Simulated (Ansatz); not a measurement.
Method: Ansatz, DFT PBE, scalar-relativistic, plane waves, PAW. Settings: cutoff 420 eV, Γ-centred meshes spaced at most about 0.3 Å⁻¹ (2π included), Gaussian smearing. No spin polarisation in the final relaxations.

Temperature and zero-point effects are left out. All come from trial cells, and lower structures may exist.

Question: Order these relaxed structures of BeZn₂Se₃ by energy, lowest first, with the energy over the lowest of them.
A.

Space group P3m1 (No. 156). a = 3.925 Å, b = 3.925 Å, c = 9.655 Å, α = 90.00°, β = 90.00°, γ = 120.00°
```tsv
atom	site	symmetry	x	y	z
Be	1a	3m.	0.0000	0.0000	0.3347
Zn	1b	3m.	0.3333	0.6667	0.0095
Zn	1c	3m.	0.6667	0.3333	0.6597
Se	1c	3m.	0.6667	0.3333	0.9147
Se	1a	3m.	0.0000	0.0000	0.5656
Se	1b	3m.	0.3333	0.6667	0.2658
```

B.

Space group I-4m2 (No. 119). a = 3.905 Å, b = 3.905 Å, c = 16.810 Å, α = 90.00°, β = 90.00°, γ = 90.00°
```json
{"atom": "Be", "site": "2b", "symmetry": "-4m2", "x": "0.5000", "y": "0.5000", "z": "0.0000"}
{"atom": "Zn", "site": "4e", "symmetry": "2mm.", "x": "0.5000", "y": "0.5000", "z": "0.3386"}
{"atom": "Se", "site": "4f", "symmetry": "2mm.", "x": "0.5000", "y": "0.0000", "z": "0.4281"}
{"atom": "Se", "site": "2c", "symmetry": "-4m2", "x": "0.0000", "y": "0.5000", "z": "0.2500"}
```

Answer: B (0 meV/atom), A (13 meV/atom). Forms: B Be and Zn ordered on zinc blende sites, I-4m2; A Be and Zn ordered on zinc blende sites, P3m1. Counting Se atoms around Be and Zn (those within 1.25 times the shortest such distance or 1.15 times the sum of covalent radii): B has Be 4, Zn 4; A has Be 4, Zn 4.

With atoms moved at random, I-4m2 came back. Other cells relaxed within their symmetry can be saddle points. Some structure types and database cells were kept out of the candidates from the start, so a known form may be missing.
